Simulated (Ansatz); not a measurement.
# Y₃AlN₄ (Cmmm)

Computed with DFT PBE, scalar-relativistic, plane waves, PAW (Ansatz 0.2.0).

Cutoff 420 eV; k points 8×8×10 on the computed 8-atom cell (Γ-centred); Gaussian smearing, width 0.02 eV; no spin polarisation.

The structure is relaxed at this level of theory with its symmetry kept, and needn't be the ground state of this composition.

Space group Cmmm (No. 65), orthorhombic, a = 6.653 Å, b = 9.675 Å, c = 3.335 Å. Y on a site of symmetry 2/m has 6 N at 2.36–2.42 Å, 8 Y at 3.33–3.38 Å and 4 Al at 3.38 Å; Y on a site of symmetry mmm has 6 N at 2.38–2.48 Å, 2 Al at 3.33 Å and 10 Y at 3.34–3.38 Å; Al is surrounded by 4 N at 2.24 Å, 2 N at 2.45 Å, 10 Y at 3.33–3.38 Å and 2 Al at 3.34 Å; around N on a site of symmetry 2mm lie 2 Al at 2.24 Å and 4 Y at 2.42–2.48 Å; around N on a site of symmetry m2m lie 5 Y at 2.36–2.38 Å and 1 Al at 2.45 Å.

| Item | Value |
| --- | --- |
| Volume per atom | 13.42 Å³ |
| Formation energy from the elements' standard states (uncorrected) | -1.347 eV/atom |
| Kohn–Sham band gap | 0.47 eV |
| Orbital (Löwdin) character of the top 1 eV of the valence band | N 2p 85 %, Y 4d 10 % |
| Orbital (Löwdin) character of the lowest 1 eV of the conduction band | Y 4d 83 %, N 2p 14 % |
| Bader charge by site (e) | Y (2 in the cell) 1.91, Y (1 in the cell) 1.86, Al (1 in the cell) 2.26, N (2 in the cell) -2.06, N (2 in the cell) -1.92 |

Another cell of Y3AlN4 relaxed alike, in Fmm2, lies 46 meV/atom lower, so this cell isn't the stable form at this level.

The cell was found from a structure generator's guess, not taken from experiment. Kohn–Sham gaps at this level usually fall short of measured ones. Löwdin shares on free-atom orbitals overweight diffuse shells in the empty bands.
